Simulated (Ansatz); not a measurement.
SrTiO3 (cubic perovskite, space group No. 221), plane-wave PAW PBE (Ansatz code), all energies at zero smearing, with the estimated change up to a 700 eV cutoff added, with one set of potentials and settings (totals compare only within such a set). Cell of 5 atoms (1 Sr, 1 Ti, 3 O): -7754.507 eV.

| element | reference phase | E (eV/atom) |
|---|---|---|
| Sr | C2/m, 3 atoms in the cell | -3544.2201 |
| Ti | P6/mmm, 3 atoms in the cell | -2499.6739 |
| O | C2/m, 4 atoms in the cell, spin-polarised | -565.0000 |

Formation energy per atom, worked out: (-7754.507 − 1×(-3544.2201) − 1×(-2499.6739) − 3×(-565.0000))/5 = -3.123 eV/atom (-301 kJ per mol of atoms), at 0 K, without zero-point energy or fitted corrections.

Space group Pm-3m (cubic perovskite). The cell was relaxed with PBE under the symmetry of its start. The run is not spin-polarised. The references are the lowest solids computed at this level, not always the standard phases (solids in place of the gases).

Potentials: the later of the program's two PAW sets.
